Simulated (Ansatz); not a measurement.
# Sb, one cell by several methods

```
CELL_PARAMETERS angstrom
2.19361 1.26648 3.74400
-2.19361 1.26648 3.74400
0.00000 -2.53297 3.74400
ATOMIC_POSITIONS crystal
Sb 0.23364 0.23364 0.23364
Sb 0.76636 0.76636 0.76636
```

Atoms are numbered in the order listed.

The cell is a measured one (Crystallography Open Database entry 9009654); the temperature and pressure of the measurement aren't taken into account, and nothing was relaxed. The listed cell was then made from it by scaling, straining or moving an atom.

Spin–orbit coupling is left out, though it moves levels of the heavy atoms by tenths of an eV or more.

Methods: DFT, LDA, PAW with Ansatz's default frozen-core files, scalar-relativistic (Ansatz 0.2.0); DFT, LDA, all-electron PAW with datasets made for the crystal, scalar-relativistic (Ansatz 0.2.0); DFT, LDA, all-electron LAPW, scalar-relativistic (Ansatz 0.2.0).

For PAW: a Γ-centred 12×12×12 k mesh, Fermi–Dirac smearing of 0.03 eV, cutoff 420 eV, no spin polarisation; the PAW files were made with PBE, and the program remakes their frozen cores for this functional. The crystal-made all-electron datasets (AE datasets) take a cutoff of 140 eV at this cell. LAPW targets a basis error of 0.5 meV/atom. The Ansatz runs share mesh, smearing and spin set-up. Plane-wave (PAW) pressures include the program's estimate of the Pulay term.

Stress and pressure are positive in compression.

The change that made this cell: equal xx and yy strain of +2 %.

Spin–orbit coupling is left out, which moves gradients at and beside heavy atoms by some per cent and at worst by a factor of two.

In a metal, gradients converge slowly with the k mesh: the values move by tens of per cent from one mesh to another, at times in sign, so only the comparison on one mesh counts.

```tsv
quantity	PAW	AE datasets	LAPW
pressure (GPa)	-3.04	-3.02	-3.02
stress xx (GPa)	-3.34	-3.32	-3.32
stress zz (GPa)	-2.44	-2.42	-2.42
force on Sb1, z (eV/Å)	-0.075	-0.073	-0.073
field gradient Vzz at Sb1 (10²¹ V/m²)	-5.24	-5.26	–
```
